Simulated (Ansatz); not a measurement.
Input and command of a calculation in Ansatz (plane waves; scalar-relativistic PAW potentials unless the input names others):

```yaml
crystal:
  lattice:
    - [0.0, 3.7977436534, 3.7977436534]
    - [3.7977436534, 0.0, 3.7977436534]
    - [3.7977436534, 3.7977436534, 0.0]
  atoms:
    - { symbol: Na, position: [0.25, 0.25, 0.25] }
    - { symbol: Na, position: [0.75, 0.75, 0.75] }
    - { symbol: Li, position: [0.5, 0.5, 0.5] }
    - { symbol: "N", position: [0.0, 0.0, 0.0] }
    - { symbol: F, position: [0.2389011946, 0.7610988054, 0.7610988054] }
    - { symbol: F, position: [0.2389011946, 0.7610988054, 0.2389011946] }
    - { symbol: F, position: [0.7610988054, 0.2389011946, 0.7610988054] }
    - { symbol: F, position: [0.7610988054, 0.7610988054, 0.2389011946] }
    - { symbol: F, position: [0.2389011946, 0.2389011946, 0.7610988054] }
    - { symbol: F, position: [0.7610988054, 0.2389011946, 0.2389011946] }
basis:
  ecutwfc: "700 eV"
kpoints:
  mp_grid: { grid: [6, 6, 6] }
hamiltonian:
  xc: pbesol
scf:
  occupations: { method: gaussian, width: 0.02 }
  algorithm: density_mixing
output:
  forces: true
  eigenvalues: true
  stress: true
relax:
  adjacent_minimum: "off"
  f_tol: 0.005
  max_steps: 50
  cell: { stress_tol: 0.05 }
```

```bash
ansatz run input.yaml --threads 2 --pin off --max-ram 5120MiB --backend cpu --events-out ev --progress --plain --runs-dir out
```

Abridged log:
```
Basis set: ecut = 700 eV, 4645 PW (Γ), exchange–correlation on 96×96×96 points (8 copies of the dense FFT grid, shifted against one another)
Bands: 44, of which v1, the nominal top of the filled ones, is band 34 counted from 1 (33 counted from 0)
Symmetry: 48 space group operations
k-points: 16 of 216
SCF iter   1: F=—  HF=-8334.883564 eV  |F-HF|=—  |Δ(HF+E_count)|=         —  Δρ=1.36e-2  dr2=1.26e-1  ethr=1.77e-3  ⟨swp⟩=6.6  Hψ=2889  notcnv=0  defer=1
SCF iter   2: F=—  HF=-8334.845660 eV  |F-HF|=—  |Δ(HF+E_count)|=   3.79e-2  Δρ=4.92e-3  dr2=1.99e-2  ethr=1.86e-4  ⟨swp⟩=2.1  Hψ=1196  notcnv=0  defer=73
SCF iter   3: F=—  HF=-8334.842884 eV  |F-HF|=—  |Δ(HF+E_count)|=   2.78e-3  Δρ=2.59e-3  dr2=1.06e-2  ethr=2.92e-5  ⟨swp⟩=3.0  Hψ=1067  notcnv=0  defer=74
SCF iter   4: F=—  HF=-8334.841231 eV  |F-HF|=—  |Δ(HF+E_count)|=   1.65e-3  Δρ=9.10e-4  dr2=9.34e-4  ethr=1.56e-5  ⟨swp⟩=2.0  Hψ=716  notcnv=0  defer=74
SCF iter   5: F=—  HF=-8334.841108 eV  |F-HF|=—  |Δ(HF+E_count)|=   1.23e-4  Δρ=1.45e-4  dr2=2.89e-5  ethr=1.37e-6  ⟨swp⟩=2.0  Hψ=1020  notcnv=0  defer=74
SCF iter   6: F=—  HF=-8334.840998 eV  |F-HF|=—  |Δ(HF+E_count)|=   1.10e-4  Δρ=3.52e-5  dr2=1.50e-6  ethr=4.25e-8  ⟨swp⟩=3.0  Hψ=1252  notcnv=0  defer=74
SCF iter   7: F=-8334.840998 eV  HF=-8334.840998 eV  |F-HF|=3.13e-10  |Δ(HF+E_count)|=   1.11e-7  Δρ=7.66e-6  dr2=3.98e-8  ethr=1.47e-10  ⟨swp⟩=7.2  Hψ=3187  notcnv=0
SCF 1 converged in 7 iterations: F = -8334.840998 eV  dr2 = 3.98e-8
relax step   1: F+E_penalty+E_count = -8334.84099759 eV  Δ(F+E_penalty+E_count) = +0.000e0 eV  max|allowed force component| = 2.147e-1 eV/Å  Δτ_max = 0.0000 Å  P = -3.197 GPa  Ω = 109.549 Å³  (7 SCF iters, dr2 threshold 1.00e-7 eV, accepted)
Crystal: 10 atoms, lattice volume = 106.995 Å³
Basis set: ecut = 700 eV, 4573 PW (Γ), exchange–correlation on 96×96×96 points (8 copies of the dense FFT grid, shifted against one another)
Initial density: handed on by an earlier stage of this run
Initial wavefunctions: those handed on with the density
SCF iter   1: F=—  HF=-8334.886218 eV  |F-HF|=—  |Δ(HF+E_count)|=         —  Δρ=3.01e-3  dr2=1.63e-2  ethr=2.38e-5  ⟨swp⟩=3.0  Hψ=2988  notcnv=0
   ...
SCF iter   4: F=—  HF=-8334.893266 eV  |F-HF|=—  |Δ(HF+E_count)|=   4.06e-6  Δρ=3.20e-5  dr2=1.06e-6  ethr=2.34e-8  ⟨swp⟩=1.1  Hψ=719  notcnv=0
SCF iter   5: F=—  HF=-8334.893266 eV  |F-HF|=—  |Δ(HF+E_count)|=   3.85e-7  Δρ=1.07e-5  dr2=6.26e-8  ethr=1.56e-9  ⟨swp⟩=2.9  Hψ=1191  notcnv=0
SCF iter   6: F=-8334.893266 eV  HF=-8334.893266 eV  |F-HF|=1.60e-9  |Δ(HF+E_count)|=   1.68e-8  Δρ=2.44e-6  dr2=3.10e-9  ethr=8.19e-11  ⟨swp⟩=3.1  Hψ=1877  notcnv=0
SCF 4 converged in 6 iterations: F = -8334.893266 eV  dr2 = 3.10e-9
relax step   4: F+E_penalty+E_count = -8334.89326588 eV  Δ(F+E_penalty+E_count) = -1.008e-4 eV  max|allowed force component| = 6.247e-4 eV/Å  Δτ_max = 0.0009 Å  P = -0.006 GPa  Ω = 104.403 Å³  energy of the carried Pulay correction = +3.673e-4 eV  (6 SCF iters, dr2 threshold 5.57e-8 eV, accepted)
Initial wavefunctions: pseudopotential atomic-orbital guess (no wavefunctions were taken with the density)
SCF iter   1: F=—  HF=-8334.892914 eV  |F-HF|=—  |Δ(HF+E_count)|=         —  Δρ=4.76e-5  dr2=1.57e-7  ethr=9.44e-8  ⟨swp⟩=3.0  Hψ=4462  notcnv=0
SCF iter   2: F=—  HF=-8334.892805 eV  |F-HF|=—  |Δ(HF+E_count)|=   1.09e-4  Δρ=2.46e-5  dr2=4.45e-8  ethr=2.32e-10  ⟨swp⟩=2.0  Hψ=1241  notcnv=0
SCF iter   3: F=—  HF=-8334.892805 eV  |F-HF|=—  |Δ(HF+E_count)|=   2.31e-7  Δρ=2.82e-6  dr2=5.96e-9  ethr=6.54e-11  ⟨swp⟩=2.0  Hψ=1194  notcnv=0
SCF iter   4: F=—  HF=-8334.892805 eV  |F-HF|=—  |Δ(HF+E_count)|=   1.12e-9  Δρ=6.72e-7  dr2=3.29e-10  ethr=8.77e-12  ⟨swp⟩=2.1  Hψ=927  notcnv=0
SCF iter   5: F=-8334.892805 eV  HF=-8334.892805 eV  |F-HF|=2.18e-11  |Δ(HF+E_count)|=  9.09e-12  Δρ=2.96e-7  dr2=4.98e-11  ethr=1.00e-12  ⟨swp⟩=4.1  Hψ=1908  notcnv=0
SCF 5 converged in 5 iterations: F = -8334.892805 eV  dr2 = 4.98e-11
SCF converged after 5 iterations
Free energy (F): -8334.892805 eV
Harris-Foulkes:  -8334.892805 eV  (|F-HF|=2.18e-11)
Internal energy: -8334.892805 eV  (E = F + TS)
E sigma→0 (E₀):  -8334.892805 eV
Fermi energy:    3.342387 eV
--- Forces (eV/Å), atoms counted from 1 ---
  atom   1  Na     0.00000000     0.00000000     0.00000000
  atom   2  Na     0.00000000     0.00000000     0.00000000
  atom   3  Li     0.00000000     0.00000000     0.00000000
  atom   4  N      0.00000000     0.00000000     0.00000000
  atom   5  F     -0.00072359     0.00000000     0.00000000
  atom   6  F      0.00000000     0.00072359     0.00000000
  atom   7  F      0.00000000    -0.00072359     0.00000000
  atom   8  F      0.00000000     0.00000000    -0.00072359
  atom   9  F      0.00000000     0.00000000     0.00072359
  atom  10  F      0.00072359     0.00000000     0.00000000
--- Stress (GPa, compression-positive) ---
        0.000222       0.000000       0.000000
        0.000000       0.000222       0.000000
        0.000000       0.000000       0.000222
  P = ⅓ Tr σ = 0.0002 GPa (0.002 kbar)
--- Relaxed structure (4 steps of the walk, 4 accepted, 1 SCFs on fresh bases) ---
  F+E_penalty+E_count = -8334.89280509 eV   max|allowed force component| = 7.236e-4 eV/Å   (the final SCF, on the basis selected at the relaxed cell)
  cell:  # Å, volume = 104.4027 Å³
    - [0.0, 3.73732280, 3.73732280]
    - [3.73732280, 0.0, 3.73732280]
    - [3.73732280, 3.73732280, 0.0]
  atoms:
    - { symbol: Na, position: [0.25, 0.25, 0.25] }
    - { symbol: Na, position: [0.75, 0.75, 0.75] }
    - { symbol: Li, position: [0.5, 0.5, 0.5] }
    - { symbol: N, position: [0.0, 0.0, 0.0] }
    - { symbol: F, position: [0.23926483, 0.76073516, 0.76073516] }
    - { symbol: F, position: [0.23926483, 0.76073516, 0.23926483] }
    - { symbol: F, position: [0.76073516, 0.23926483, 0.76073516] }
    - { symbol: F, position: [0.76073516, 0.76073516, 0.23926483] }
    - { symbol: F, position: [0.23926483, 0.23926483, 0.76073516] }
    - { symbol: F, position: [0.76073516, 0.23926483, 0.23926483] }
```

Apart from outputs and empty bands, the input differs from a reference run on usual settings in scf.algorithm: not typed → "density_mixing"; basis.ecutwfc: 420 → "700 eV". The reference, at the same start, ended its own course with a relaxed volume of 10.45 Å³/atom, pressure -0.04 GPa, largest force 0.001 eV/Å, gap on the mesh 2.76 eV. This run converged in 30 SCF iterations over all its steps (reference: 42) with an energy at zero smearing 4.35 meV/atom below the reference's, a relaxed volume of 10.44 Å³/atom, pressure 0.00 GPa, largest force 0.001 eV/Å, gap on the mesh 2.76 eV.

Time: 65 s on 2 threads of AMD EPYC (Zen 3), with other jobs on the host, peak memory 0.6 GiB.